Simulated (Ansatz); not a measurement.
Formation energy of Cu$_{3}$Sn

```xyz
4
Lattice="0.0000 3.0275 3.0275 3.0275 0.0000 3.0275 3.0275 3.0275 0.0000" Properties=species:S:1:pos:R:3 pbc="T T T"
Cu    3.0275    3.0275    3.0275
Cu    4.5413    4.5413    4.5413
Cu    1.5138    1.5138    1.5138
Sn    0.0000    0.0000    0.0000
```

The cell comes from a relaxation on PAW files under the same functional, begun from a database entry that needn't be the ground state.

Level of theory: DFT with PBEsol, scalar-relativistic, in Ansatz 0.2.0; a Γ-centred 10×10×10 k mesh, Fermi–Dirac smearing of 0.05 eV, no spin polarisation. LAPW: all electrons, basis error target 0.5 meV/atom; PAW: frozen-core files, cutoff 420 eV.

The elements are taken as Cu fcc, Sn alpha-Sn, each relaxed on PAW files under the same functional and computed by the same method as the compound; zero-point and thermal terms are left out.

Spin–orbit coupling is left out, which matters for the heavy atoms. The PAW files were made under PBE.

Give the formation energy by each method, with the residual pressure at this cell and the LAPW gap.



```tsv
method	ΔE(formation) (eV/atom)	P at this cell (GPa)	gap (eV)
LAPW	0.045	-0.01	0.00
PAW	0.046	0.01	–
```

Give the LAPW value for one formula unit in kJ/mol.

0.045 eV/atom × 4 atoms × 96.485 kJ/(mol·eV) = 17.4 kJ/mol, at zero temperature and without zero-point motion.
